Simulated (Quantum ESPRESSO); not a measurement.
Band energies of HgS

```
CELL_PARAMETERS angstrom
      0.00000     2.96966     2.96966
      2.96966     0.00000     2.96966
      2.96966     2.96966     0.00000
ATOMIC_POSITIONS crystal
  S  0.75000 0.75000 0.75000
  Hg 0.00000 0.00000 0.00000
```

PBE (pw.x of Quantum ESPRESSO, ONCV potentials, no spin-orbit coupling); path ΓXWKΓLUWLK,UX; energies in eV from the Fermi level.

```
k (1/Å)  point  band 9  band 10  band 11  band 12  band 13  band 14  band 15  band 16
-------  -----  ------  -------  -------  -------  -------  -------  -------  -------
0.00         Γ   -6.01    -6.01    -0.53    -0.02    -0.02    -0.02     6.05     6.05
0.53             -6.08    -5.94    -2.78    -1.15    -1.15     2.34     4.17     7.55
1.06         X   -5.87    -5.62    -4.68    -2.17    -2.17     3.14     3.51     8.42
1.59         W   -6.07    -5.32    -4.93    -2.60    -2.18     3.66     5.32     6.70
1.71             -6.02    -5.36    -4.90    -2.62    -2.08     3.58     5.09     6.99
1.96         K   -5.94    -5.43    -4.89    -2.68    -1.76     3.24     4.72     8.06
2.27             -6.02    -5.87    -4.28    -2.39    -1.06     2.87     5.69     6.51
2.78             -6.03    -6.00    -1.88    -0.53    -0.16     1.12     5.44     6.31
3.08         Γ   -6.01    -6.01    -0.53    -0.02    -0.02    -0.02     6.05     6.05
3.29             -6.01    -6.01    -1.37    -0.13    -0.13     0.64     5.71     6.21
3.90             -5.96    -5.88    -4.91    -0.89    -0.89     1.56     6.69     6.76
4.00         L   -5.95    -5.65    -5.22    -0.91    -0.91     1.56     6.76     6.76
4.43             -5.96    -5.56    -4.88    -2.38    -1.42     2.98     5.30     7.31
4.65         U   -5.94    -5.43    -4.89    -2.68    -1.76     3.24     4.72     8.06
5.02         W   -6.07    -5.32    -4.93    -2.60    -2.18     3.66     5.32     6.70
5.49             -5.97    -5.61    -5.02    -1.78    -1.19     2.46     5.90     6.69
5.77         L   -5.95    -5.65    -5.22    -0.91    -0.91     1.56     6.76     6.76
5.93             -5.95    -5.63    -5.14    -1.29    -1.00     1.94     6.28     6.92
6.34             -5.95    -5.47    -4.87    -2.66    -1.65     3.21     4.92     7.80
6.42         K   -5.94    -5.43    -4.89    -2.68    -1.76     3.24     4.72     8.06
6.42         U   -5.94    -5.43    -4.89    -2.68    -1.76     3.24     4.72     8.06
6.79         X   -5.87    -5.62    -4.68    -2.17    -2.17     3.14     3.51     8.42
```

At this level the gap is closed or nearly so: along the path the highest valence and lowest conduction bands touch, or overlap by less than 0.6 eV, a zero-gap or semimetallic result; the valence top lies at Γ, the conduction bottom at Γ. Semilocal functionals close the gaps of some narrow-gap semiconductors, so this alone doesn't show that the compound has none.

Spin-orbit coupling is left out, which matters for elements this heavy: edges can move by tenths of an eV.

Geometry of the Materials Project entry, not relaxed at this level.

This is not the ordinary phase of the substance.
